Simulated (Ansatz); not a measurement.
A distorted cell of TiC (rock salt):

```yaml
crystal:
  lattice:
    - [0.00000, 2.20634, 2.20634]
    - [2.20634, 0.00000, 2.20634]
    - [2.20634, 2.20634, 0.00000]
  atoms:
    - { symbol: C, position: [0.00000, 0.00000, 0.00000] }
    - { symbol: Ti, position: [0.50000, 0.50000, 0.50000] }
```

All values below come from r2SCAN (plane waves to 500 eV, PAW, scalar-relativistic; Ansatz, an electronic-structure program). k mesh 18×18×18 (Γ-centred), Fermi-Dirac smearing 0.05 eV. The energy includes the smearing's −TS. Stress and pressure are positive under compression. TiC is run without spin polarisation. TiC was relaxed with its symmetry unable to fall.

### Question
Give the stress tensor in GPa and the pressure.

### Answer
```
  -13.6      0.0      0.0
    0.0    -13.6      0.0
    0.0      0.0    -13.6
```
The pressure, a third of the trace, is -13.6 GPa.

### Question
It is the relaxed cell scaled evenly to V/V₀ = 1.060, atoms relaxed where free. What is its energy relative to the relaxed cell?

### Answer
27 meV/atom.

(A scan under strain: stresses follow from slopes of the energy per volume, elastic moduli from its curvatures.)
